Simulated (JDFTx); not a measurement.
```json
{
  "surface": "TiB2(0001), Ti outermost, slab composition Ti3B4",
  "bulk": "TiB2, P6/mmm, lattice of mp-1145 (not re-optimised)",
  "slab": "7 atoms in 5 planes, 1x1, 6.3 Å between the outermost planes",
  "in-plane cell": "3.026 × 3.026 Å, 7.93 Å²",
  "cell_height": "22.5 Å",
  "sampling": "8×8×1 k mesh, Fermi smearing 0.01 Ha, no spin polarisation"
}
```

Whether this polymorph is the ambient one wasn't checked. Neither spin polarisation nor a larger cell was tried.

All numbers are PBE, GBRV ultrasoft potentials, plane waves to 20/100 Ha results from JDFTx (a modified build), not measurements. Liquid: CANDLE, acetonitrile, 1 M NaCl. Between zero charge and 0.61 V from it the run gives σ = 15.6 μC/cm², a mean capacitance of 25.8 μF/cm². The liquid has ε = 38.8, a 1:1 salt at 1 M with linear (Debye) response, and T = 298 K.

Working it through: the Debye length, the diffuse-layer capacitance, and the inner capacitance that is left when the two stand in series.

Each ion has density c = 1 × 6.022×10⁻⁴ = 6.022e-04 Å⁻³. λ² = ε kT / (8π (e²/4πε₀) c) with kT = 0.02568 eV and e²/4πε₀ = 14.40 eV Å gives λ = 2.14 Å; the log prints 2.14 Å. C_diffuse = ε₀ε/λ = 161 μF/cm². Then 1/C_inner = 1/25.8 − 1/161, so C_inner = 30.7 μF/cm², which equals a vacuum gap of ε₀/C_inner = 0.29 Å. The diffuse layer takes 16 % of the potential drop; the rest lies between the electrode's charge and the onset of the dielectric, with the electrode's own (quantum) capacitance in it. The split is a model: in the calculation solvent and ions share one smooth cavity.
